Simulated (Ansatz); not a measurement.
An Ansatz (a first-principles code) run. Input:

Ansatz 0.2 input:
```yaml
crystal:
  lattice:
    - [-2.3824684206, 2.3824684206, 1.3051933413]
    - [2.3824684206, -2.3824684206, 1.3051933413]
    - [2.3824684206, 2.3824684206, -1.3051933413]
  atoms:
    - { symbol: Si, position: [0.25, 0.75, 0.5] }
    - { symbol: Si, position: [0.5, 0.5, 0.0] }
kpoints:
  mp_grid: { grid: [18, 18, 18] }
hamiltonian:
  xc: lda
  pseudopotentials: { kind: paw }
scf:
  occupations: { method: fermi_dirac, width: 0.1 }
phonons:
  method: dfpt
  response_accuracy: low
  eigenvectors: true
  rigid_motions: translations
```

Output (shortened):

```
Pseudopotential: Si, paw, valence charge 4
Functional definition: SPW92
Crystal: 2 atoms, lattice volume = 29.634 Å³
Basis set: ecut = 420 eV, 581 PW (Γ), exchange–correlation on 64×64×64 points (8 copies of the dense FFT grid, shifted against one another)
Bands: 8, of which v1, the nominal top of the filled ones, is band 4 counted from 1 (3 counted from 0)
Symmetry: 16 space group operations
k-points: 865 of 5832 (irreducible under 4 space group operations, time reversal used)
SCF iter   1: F=—  HF=-1216.896213 eV  |F-HF|=—  |Δ(HF+E_count)|=         —  Δρ=4.88e-3  dr2=5.68e-3  ethr=1.77e-3  ⟨swp⟩=5.1  Hψ=56183  notcnv=0
preconditioner: auto → none
SCF iter   2: F=—  HF=-1216.894508 eV  |F-HF|=—  |Δ(HF+E_count)|=   1.70e-3  Δρ=2.86e-3  dr2=2.04e-3  ethr=7.10e-5  ⟨swp⟩=1.0  Hψ=13848  notcnv=0
SCF iter   3: F=—  HF=-1216.893631 eV  |F-HF|=—  |Δ(HF+E_count)|=   8.77e-4  Δρ=1.35e-4  dr2=5.26e-6  ethr=2.55e-5  ⟨swp⟩=2.0  Hψ=10418  notcnv=0
SCF iter   4: F=—  HF=-1216.893627 eV  |F-HF|=—  |Δ(HF+E_count)|=   4.42e-6  Δρ=3.24e-5  dr2=3.36e-7  ethr=6.58e-8  ⟨swp⟩=2.3  Hψ=10149  notcnv=0
SCF iter   5: F=—  HF=-1216.893628 eV  |F-HF|=—  |Δ(HF+E_count)|=   1.18e-6  Δρ=5.49e-6  dr2=9.79e-9  ethr=4.21e-9  ⟨swp⟩=2.0  Hψ=9991  notcnv=0
SCF iter   6: F=-1216.893628 eV  HF=-1216.893628 eV  |F-HF|=3.87e-12  |Δ(HF+E_count)|=   4.47e-9  Δρ=2.72e-7  dr2=8.13e-12  ethr=1.00e-12  ⟨swp⟩=4.7  Hψ=32835  notcnv=0
SCF 1 converged in 6 iterations: F = -1216.893628 eV  dr2 = 8.13e-12
DFPT response loops at Γ: preconditioner auto → Kerker (q_TF=auto, 2.193 Å⁻¹) (partly filled bands, converged f_vac=0.000) …
SCF converged after 6 iterations
Free energy (F): -1216.893628 eV
Harris-Foulkes:  -1216.893628 eV  (|F-HF|=3.87e-12)
Internal energy: -1216.870485 eV  (E = F + TS)
E sigma→0 (E₀):  -1216.882057 eV
Entropy (-TS):   -0.023143 eV (-11.571 meV/atom)
Fermi energy:    9.845060 eV
--- Per-component energies (eV) ---
  E_band       = 34.704476
  E_kinetic    = 83.432781
  E_local      = -4.929759  (includes V_loc(G=0)·N_el)
  E_nonlocal   = 53.412555
  E_hartree    = 2.349600
  E_xc         = -111.541444
  E_vxc        = -96.733773  (∫ρ·V_xc dr)
  E_paw        = -971.650425  (= ΣΔE_a)
  E_vpaw       = -5.176539  (= ΣTr[D̂ρ^β])
  E_aug_tail   = 0.000012  (compensation charges beyond the density's cutoff)
  E_ewald      = -268.112468
  E_core_change = 0.168661  (= ΣΔE_core)
  E_smearing   = -0.023143  (= −TS)
  E_closure    = 0.000000  (closes the sum)
  Σ components = -1216.893628   (vs F -1216.893628, Δ=0.00e0)
  [band-id]    e_kinetic+e_local+e_nonlocal+2·e_hartree+e_vxc+e_vpaw+e_augmentation_tail = 34.704477   (vs E_band 34.704476, Δ=8.90e-7)
--- Band table (eV; the first three rows and the last of 865) ---
  k-point 0: bands = ["-4.0926", "7.2810", "7.2810", "7.7488", "11.3289", "17.5310", "18.7914", "18.7914"]
  k-point 1: bands = ["-4.0536", "6.4725", "7.3163", "8.3929", "11.5923", "16.9421", "18.4856", "19.2660"]
  k-point 2: bands = ["-3.9367", "5.4130", "7.4221", "8.9923", "12.3476", "15.9839", "17.8153", "19.2417"]
  k-point 864: bands = ["1.4313", "1.4313", "2.9372", "2.9372", "15.8914", "15.8914", "22.8379", "22.8379"]
--- Phonons (Γ-DFPT): 2 representative perturbations + reference, on 865 of 5832 k-points (Σ response iterations 4) ---
  ASR residual: 5.066e-5 → 0.000e0 eV/Å²; symmetrization residual: 1.377e-14 eV/Å²
  ASR residual per site (eV/Å²): 5.07e-5 5.07e-5
  Γ frequencies (cm⁻¹): 0.00 0.00 0.00 125.77 329.87 329.87
  non-analytic LO–TO correction: not included (Born effective charges unavailable; polar crystals: no LO–TO splitting at Γ)
```

Cost: very roughly 40 core-seconds on shared cores.

Space group I4_1/amd (β-Sn type). This is a known high-pressure phase of the composition, computed here at zero pressure and temperature. The cell was relaxed with LDA under the symmetry of its start; of distortions, only those at the zone centre were tested. As this level gives no gap, phonon frequencies hold no LO–TO term and depend on the k-mesh and smearing (Fermi–Dirac, 0.1 eV here).

Potentials: the later of the program's two PAW sets.

Ansatz is a plane-wave DFT program.
